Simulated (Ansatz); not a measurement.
## CaSi2As2: relaxation (Ansatz)

input.yaml:

```yaml
crystal:
  lattice:
    - [3.951217, 0.0, 0.0]
    - [-1.975608, 3.421857, 0.0]
    - [0.0, 0.0, 16.884255]
  atoms:
    - { symbol: Si, position: [0.33333, 0.66667, 0.17198] }
    - { symbol: Si, position: [0.66667, 0.33333, 0.67198] }
    - { symbol: Si, position: [0.33333, 0.66667, 0.32802] }
    - { symbol: Si, position: [0.66667, 0.33333, 0.82802] }
    - { symbol: As, position: [0.33333, 0.66667, 0.60362] }
    - { symbol: As, position: [0.66667, 0.33333, 0.10362] }
    - { symbol: As, position: [0.33333, 0.66667, 0.89638] }
    - { symbol: As, position: [0.66667, 0.33333, 0.39638] }
    - { symbol: Ca, position: [0.0, 0.0, 0.0] }
    - { symbol: Ca, position: [0.0, 0.0, 0.5] }
  symmetry: { tolerance: 0.0003 }
kpoints:
  mp_grid: { grid: [10, 10, 2], shift: [0, 0, 0] }
magnetization:
  spin_polarized: false
scf:
  occupations: { method: gaussian, width: 0.1147 }
  lower_state_search: "off"
hamiltonian:
  pseudopotentials: { kind: paw }
  xc: pbe
basis:
  ecutwfc: 420
  fft_grid_basis: typed
relax:
  max_steps: 60
output:
  forces: true
  stress: true
  eigenvalues: true
  bader: true
  populations: true
  elf: true
  write_potential: true
  volumetric_format: npy
  dos:
    e_range: [-12, 8]
    de: 0.05
    projected: { site_lists: { As: [As], Ca: [Ca], Si: [Si] } }
checkpoint:
  read: saved_state
```

Run with:

```bash
ansatz run input.yaml --threads 2 --pin off --max-ram 3584MiB --backend cpu --events-out ev --progress --plain --runs-dir out
```

Origin of the cell: a known structure type with other elements, at an estimated volume, so it need not be a known compound.

The saved state is a converged single point of the same cell.

Steps:

```csv
step,ΔF (meV/atom),max force component (eV/Å),SCF iterations,step was
1,0.0,0.903,7,accepted
2,-39.1,0.235,5,accepted
3,-45.3,0.096,7,accepted
4,-46.0,0.012,6,accepted
5,-46.0,0.000,4,accepted
```

Step 1, with forces in eV/Å:

```xyz
10
Lattice="3.951 0.000 0.000 -1.976 3.422 0.000 0.000 0.000 16.884" Properties=species:S:1:pos:R:3:forces:R:3 pbc="T T T" step=1
Si    0.000    2.281    2.904    0.000    0.000   -0.323
Si    1.976    1.141   11.346    0.000    0.000   -0.323
Si    0.000    2.281    5.538    0.000    0.000    0.323
Si    1.976    1.141   13.981    0.000    0.000    0.323
As    0.000    2.281   10.192    0.000    0.000    0.903
As    1.976    1.141    1.750    0.000    0.000    0.903
As    0.000    2.281   15.135    0.000    0.000   -0.903
As    1.976    1.141    6.693    0.000    0.000   -0.903
Ca    0.000    0.000    0.000    0.000    0.000    0.000
Ca    0.000    0.000    8.442    0.000    0.000    0.000
```

Step 2, with forces in eV/Å:

```xyz
10
Lattice="3.951 0.000 0.000 -1.976 3.422 0.000 0.000 0.000 16.884" Properties=species:S:1:pos:R:3:forces:R:3 pbc="T T T" step=2
Si    0.000    2.281    2.945    0.000    0.000    0.070
Si    1.976    1.141   11.387    0.000    0.000    0.070
Si    0.000    2.281    5.497    0.000    0.000   -0.070
Si    1.976    1.141   13.940    0.000    0.000   -0.070
As    0.000    2.281   10.385    0.000    0.000    0.235
As    1.976    1.141    1.943    0.000    0.000    0.235
As    0.000    2.281   14.942    0.000    0.000   -0.235
As    1.976    1.141    6.499    0.000    0.000   -0.235
Ca    0.000    0.000    0.000    0.000    0.000    0.000
Ca    0.000    0.000    8.442    0.000    0.000    0.000
```

Step 3, with forces in eV/Å:

```xyz
10
Lattice="3.951 0.000 0.000 -1.976 3.422 0.000 0.000 0.000 16.884" Properties=species:S:1:pos:R:3:forces:R:3 pbc="T T T" step=3
Si    0.000    2.281    2.992    0.000    0.000   -0.085
Si    1.976    1.141   11.434    0.000    0.000   -0.085
Si    0.000    2.281    5.450    0.000    0.000    0.085
Si    1.976    1.141   13.892    0.000    0.000    0.085
As    0.000    2.281   10.479    0.000    0.000    0.096
As    1.976    1.141    2.037    0.000    0.000    0.096
As    0.000    2.281   14.847    0.000    0.000   -0.096
As    1.976    1.141    6.405    0.000    0.000   -0.096
Ca    0.000    0.000    0.000    0.000    0.000    0.000
Ca    0.000    0.000    8.442    0.000    0.000    0.000
```

Step 5, with forces in eV/Å:

```xyz
10
Lattice="3.951 0.000 0.000 -1.976 3.422 0.000 0.000 0.000 16.884" Properties=species:S:1:pos:R:3:forces:R:3 pbc="T T T" step=5
Si    0.000    2.281    2.994    0.000    0.000    0.000
Si    1.976    1.141   11.436    0.000    0.000    0.000
Si    0.000    2.281    5.448    0.000    0.000    0.000
Si    1.976    1.141   13.890    0.000    0.000    0.000
As    0.000    2.281   10.513    0.000    0.000    0.000
As    1.976    1.141    2.071    0.000    0.000    0.000
As    0.000    2.281   14.814    0.000    0.000    0.000
As    1.976    1.141    6.372    0.000    0.000    0.000
Ca    0.000    0.000    0.000    0.000    0.000    0.000
Ca    0.000    0.000    8.442    0.000    0.000    0.000
```

```
Free energy lowered by  : 46.0 meV/atom
Final pressure          : 1.65 GPa
Relaxation steps listed : 5
Gap on the mesh         : none (metal)
```

Caveats: the SCF threshold is looser than advised for a stress; the relaxation held the start's symmetry, so the end may be a saddle point.

Time: 110 s of wall time on 2 CPU thread(s) of a shared host, from a saved density.
